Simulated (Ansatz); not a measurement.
This cell of TiAl (CuAu type, space group P4/mmm) is off equilibrium:

```
CELL_PARAMETERS angstrom
      5.64852     0.00000     0.00000
      2.82426     2.82426     0.00000
      0.00000     0.00000     4.07079
ATOMIC_POSITIONS crystal
  Al 0.01770 0.46459 0.50000
  Al 0.48230 0.53541 0.50000
  Ti 0.98671 0.00000 0.00000
  Ti 0.51329 0.00000 0.00000
```

Computed with PBE (plane waves to 420 eV, PAW, scalar-relativistic; Ansatz, an electronic-structure program). k mesh 16×16×12 (Γ-centred), Fermi-Dirac smearing 0.05 eV. Stress and pressure are positive under compression. With partly filled bands, energies and forces of such displacements shift with the k mesh and the smearing. TiAl is run without spin polarisation. TiAl was relaxed with its symmetry unable to fall.

Task: Predict the force on every atom, in eV/Å.

Result: 
```json
[
 {"atom": "Al1", "Fx": "0.000", "Fy": "0.801", "Fz": "0.000"},
 {"atom": "Al2", "Fx": "0.000", "Fy": "-0.801", "Fz": "0.000"},
 {"atom": "Ti3", "Fx": "0.982", "Fy": "0.000", "Fz": "0.000"},
 {"atom": "Ti4", "Fx": "-0.982", "Fy": "0.000", "Fz": "0.000"}
]
```

Task: What is the stress tensor (GPa)?

Result: 
```
    0.6      0.0      0.0
    0.0      1.9      0.0
    0.0      0.0     -0.4
```
The pressure, a third of the trace, is 0.7 GPa.

(For displaced atoms, the force is minus the slope of the energy, and its curvature is a force constant, which sets phonon frequencies.)
